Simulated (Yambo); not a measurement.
Material: NaH (rock salt, space group Fm-3m, No. 225); a = b = c = 3.3749 Å, α = β = γ = 60.00° (2 atoms in the cell). The geometry is that of Materials Project entry mp-23870, symmetrised and not relaxed again.

With PBEsol (Quantum ESPRESSO, PseudoDojo norm-conserving, 88 Ry, scalar-relativistic), the gap between the mesh's edge points ((0.167, -0.5, -0.333) → L) is 3.677 eV.

Estimate the G0W0 gap between the same points from Yambo (6×6×6 Γ-centred k mesh, bands 2 to 101 and a 14 Ry block in the screening, 101 bands in G with the Bruneval-Gonze terminator, plasmon pole fitted at 27.2 eV).

The correction is 2.556 eV, giving 6.233 eV, 1.7 times the PBEsol value.  Nearest settings tried, and what they do to the gap: 2 Ry block (27 vectors against 181): -341 meV. Not varied: bands in G, bands in W, mesh. So the settings aren't converged at that level.
